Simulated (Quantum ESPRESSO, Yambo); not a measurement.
**PbF2: DFT and GW levels**

```cif
data_F2Pb
_chemical_formula_sum 'F2 Pb1'
_space_group_name_H-M_alt 'P 1'
_space_group_IT_number 1
_cell_length_a 4.16721
_cell_length_b 4.16721
_cell_length_c 4.16721
_cell_angle_alpha 60.000
_cell_angle_beta 60.000
_cell_angle_gamma 60.000
loop_
_space_group_symop_operation_xyz
  'x, y, z'
loop_
_atom_site_label
_atom_site_type_symbol
_atom_site_fract_x
_atom_site_fract_y
_atom_site_fract_z
_atom_site_occupancy
F1 F 0.75000 0.75000 0.75000 1
F2 F 0.25000 0.25000 0.25000 1
Pb1 Pb 0.00000 0.00000 0.00000 1
```

Cell and atoms were relaxed with PBEsol from Materials Project entry mp-315, within its symmetry.

Starting point: PBE (stringent potentials; Quantum ESPRESSO, PseudoDojo norm-conserving, 88 Ry, without SOC). G0W0 in Yambo: 4×4×4 Γ-centred k mesh, bands 5 to 231 and a 15 Ry block in the screening, 231 bands in G with the Bruneval-Gonze terminator, plasmon pole fitted at 27.2 eV.

| Item | Value |
|---|---|
| PBE gap along the band path | 4.44 eV |
| PBE gap between the mesh's edge points (W → X) | 4.44 eV |
| G0W0 gap between the same points | 6.35 eV |
| PBE smallest direct gap on the mesh (at X) | 4.59 eV |
| G0W0 direct gap at that point | 6.54 eV |

| k point | band | E PBE (eV) | E QP (eV) | shift (eV) | Z |
|---|---|---|---|---|---|
| Γ | VB | -2.09 | -3.55 | -1.47 | 0.76 |
| Γ | CB | 6.81 | 7.68 | 0.87 | 0.86 |
| L | VB | -0.05 | -1.28 | -1.23 | 0.80 |
| L | CB | 5.04 | 5.76 | 0.73 | 0.84 |
| X | VB | -0.15 | -1.46 | -1.31 | 0.81 |
| X | CB | 4.44 | 5.08 | 0.64 | 0.86 |
| W | VB | 0.00 | -1.27 | -1.27 | 0.80 |
| W | CB | 6.10 | 7.01 | 0.90 | 0.85 |

Energies count from the PBE valence-band maximum.

Nearest settings tried, and what they do to the gap: 123 bands in G: +22 meV; 123 bands in W, 123 bands in G: +27 meV; 9 Ry block (181 vectors against 339): -87 meV. Not varied: mesh. So the settings aren't converged at that level.

Spin-orbit coupling is left out; with 6p states at a band edge it can lower the gap by many tenths of an eV, most of a small gap.
